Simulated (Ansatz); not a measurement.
TlBr (zinc blende, F-43m) at seven volumes, PBE (plane waves, PAW; program Ansatz), scaled uniformly. One row is withheld.

| V (Å³/atom) | P (GPa) |
|---|---|
| 48.062 | 1.31 |
| 49.647 | 0.79 |
| 51.231 | 0.36 |
| 52.816 | 0.00 |
| 54.400 | -0.30 |
| 55.985 | -0.56 |
| 57.569 | ? |

Fit the shown pressures and predict the withheld one.

P = (3/2)B₀(x^(7/2) − x^(5/2))[1 + (3/4)(B′ − 4)(x − 1)] with x = (V₀/V)^(2/3). Least squares on the six rows gives V₀ = 52.812 Å³/atom, B₀ = 11.0 GPa, B′ = 4.89. At V = 57.569, x = 0.9441 and P = -0.77 GPa. The run itself gave -0.77 GPa.

A made-up cell: these elements were put on the sites of a structure type; neither database checked (COD, Materials Project) lists it. COD files the formula under space group No. 221, so this cell is another polymorph or a model. Whether it is the stable phase at ambient conditions was not checked. The PBE relaxation kept the symmetry of its start; whether a distortion lowers the energy is not shown. Spin–orbit coupling is left out wherever it is not named.

Potentials: the later of the program's two PAW sets.
